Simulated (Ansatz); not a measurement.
Given:

KTiSe2:
```yaml
crystal:
  lattice:
    - [3.74379, 0.00000, 0.00000]
    - [-1.87189, 3.24221, 0.00000]
    - [0.00000, 0.00000, 7.74131]
  atoms:
    - { symbol: Se, position: [0.66667, 0.33333, 0.80814] }
    - { symbol: Ti, position: [0.00000, 0.00000, 0.00000] }
    - { symbol: Se, position: [0.33333, 0.66667, 0.19186] }
    - { symbol: K, position: [0.00000, 0.00000, 0.50000] }
```

This is the r²SCAN+D4-relaxed structure.

Question: All from the program Ansatz at the r²SCAN+D4 level (PAW), unless another level is named. Estimate the electronic character.

Answer: metallic (no gap).

Question: Predict the formation energy from the elements (no fitted shifts).

Answer: -1.36 eV/atom.

Question: Predict the density of states at the Fermi level.

Answer: 1.1 states/eV per atom (mean over ±0.08 eV).

Space group P-3m1. A made-up cell: these elements were put on the sites of a structure type; neither database checked (COD, Materials Project) lists it. Whether it is the stable phase at ambient conditions was not checked. Symmetry was held in the r²SCAN+D4 relaxation; whether a distortion lowers the energy is not shown. The run is not spin-polarised. With an odd number of electrons in the cell and no spin polarisation, the count alone makes it a metal. The references are the lowest solids computed at this level, not always the standard phases. Spin–orbit coupling is left out wherever it is not named.

Potentials: the later of the program's two PAW sets.
